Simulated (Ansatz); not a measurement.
The start is a generated cell, Cd placed in the AFLOW prototype A_cI16_220_c (as in Li). The cell and all atomic positions are relaxed at zero pressure with r2SCAN (plane waves to 500 eV, PAW, scalar-relativistic; Ansatz, an electronic-structure program). The first steps use a coarse 7×7×7 k-mesh.

Starting cell:
```
Cd
1.0
   -3.50946     3.50946     3.50946
    3.50946    -3.50946     3.50946
    3.50946     3.50946    -3.50946
Cd
8
Direct
  0.40200   0.40200   0.40200
  0.50000   0.00000   0.09800
  0.00000   0.09800   0.50000
  0.09800   0.50000   0.00000
  0.90200   0.90200   0.90200
  0.50000   0.00000   0.59800
  0.00000   0.59800   0.50000
  0.59800   0.50000   0.00000
```

What is the largest force in the starting geometry, and on which atom (counted from 1)?

0.22 eV/Å, on Cd1, Cd2, Cd3, Cd4, Cd5, Cd6, Cd7, Cd8 (atoms numbered as listed).

By how much does the energy per atom fall from start to end?

0.01 eV/atom.

How do the shortest distances between atoms change?

The closest pairs of elements (up to four, under 3.6 Å), start → end: Cd–Cd 2.90 → 3.03 Å.

What band gap does the relaxed structure have at this level?

Zero (metallic).

What does it relax into? Give the structure.


```cif
data_Cd16
_chemical_formula_sum 'Cd16'
_space_group_name_H-M_alt 'I-43d'
_space_group_IT_number 220
_space_group_name_Hall 'I -4bd 2c 3'
_cell_length_a 7.06728
_cell_length_b 7.06728
_cell_length_c 7.06728
_cell_angle_alpha 90.000
_cell_angle_beta 90.000
_cell_angle_gamma 90.000
loop_
_atom_site_label
_atom_site_type_symbol
_atom_site_symmetry_multiplicity
_atom_site_Wyckoff_symbol
_atom_site_fract_x
_atom_site_fract_y
_atom_site_fract_z
_atom_site_occupancy
Cd1 Cd 16 c 0.21042 0.21042 0.21042 1
```
(The calculation used a cell of 8 atoms; values per cell refer to that cell.)

The space group stays I-43d (No. 220) (the run could not lower it); the end is AFLOW prototype A_cI16_220_c (as in Li), with 8 atoms in the primitive cell. Final values are on a 9×9×9 k-mesh of the relaxed cell. No spin polarisation in the result.

The run could not lose the symmetry of its start, so the end can be a saddle point.

The relaxed structure here is a generated cell of Cd: the first start was made by placing the elements on the sites of a structure type, and the end was not matched to a known phase here, so it may be hypothetical. Known forms of Cd include space group No. 194.
